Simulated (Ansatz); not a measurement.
LaB$_{6}$ (CaB6 type, space group Pm-3m)

```yaml
crystal:
  lattice:
    - [4.15497, 0.00000, 0.00000]
    - [0.00000, 4.15497, 0.00000]
    - [0.00000, 0.00000, 4.15497]
  atoms:
    - { symbol: La, position: [0.00000, 0.00000, 0.00000] }
    - { symbol: B, position: [0.19979, 0.50000, 0.50000] }
    - { symbol: B, position: [0.80021, 0.50000, 0.50000] }
    - { symbol: B, position: [0.50000, 0.50000, 0.19979] }
    - { symbol: B, position: [0.50000, 0.50000, 0.80021] }
    - { symbol: B, position: [0.50000, 0.19979, 0.50000] }
    - { symbol: B, position: [0.50000, 0.80021, 0.50000] }
```

The atoms are displaced by Q × the pattern below (from a DFPT mode at Γ, largest move 1; Q in Å), at fixed cell. It is one choice among 3 degenerate patterns.

| atom | x | y | z |
|---|---|---|---|
| La1 | 0.000 | 0.000 | -0.451 |
| B2 | 0.000 | 0.000 | 0.949 |
| B3 | 0.000 | 0.000 | 0.949 |
| B4 | 0.000 | 0.000 | 1.000 |
| B5 | 0.000 | 0.000 | 1.000 |
| B6 | 0.000 | 0.000 | 0.949 |
| B7 | 0.000 | 0.000 | 0.949 |

Level of theory: PBE (plane waves to 420 eV, PAW, scalar-relativistic; Ansatz, a program for electronic structure). k mesh 11×11×11 (Γ-centred), Fermi-Dirac smearing 0.05 eV. The energy includes the smearing's −TS. With partly filled bands, energies and forces of such displacements shift with the k mesh and the smearing. LaB6 is run without spin polarisation. LaB6 was relaxed with its symmetry unable to fall. ΔE is measured from the undisplaced structure. The last digit holds for this mesh only.

| Q (Å) | ΔE (meV/cell) |
|---|---|
| -0.1000 | 54.19 |
| -0.0833 | 37.53 |
| -0.0667 | 23.97 |
| -0.0500 | withheld |
| -0.0333 | 5.97 |
| -0.0167 | 1.49 |
| 0.0000 | 0.00 |
| 0.0167 | 1.49 |
| 0.0333 | 5.97 |
| 0.0500 | withheld |
| 0.0667 | 23.97 |
| 0.0833 | 37.53 |
| 0.1000 | 54.19 |

Problem. Fit an even polynomial form (powers 2, 4, 6) to the given rows and predict ΔE at Q = 0.0500.

Solution. Least squares on the 11 given rows: ΔE = (5354)·Q² + (10040)·Q⁴ + (-354800)·Q⁶, in meV/cell with Q in Å; root-mean-square residual 0.013 meV/cell. At 0.0500 the fit gives 13.44 meV/cell; the calculation gives 13.46 meV/cell, so the interpolation is off by -0.02 (-0.1 %). The quadratic term alone would give 13.39 meV/cell.

(A displaced cell: forces are minus the slopes of the energy, force constants its curvatures, and phonons follow from these.)
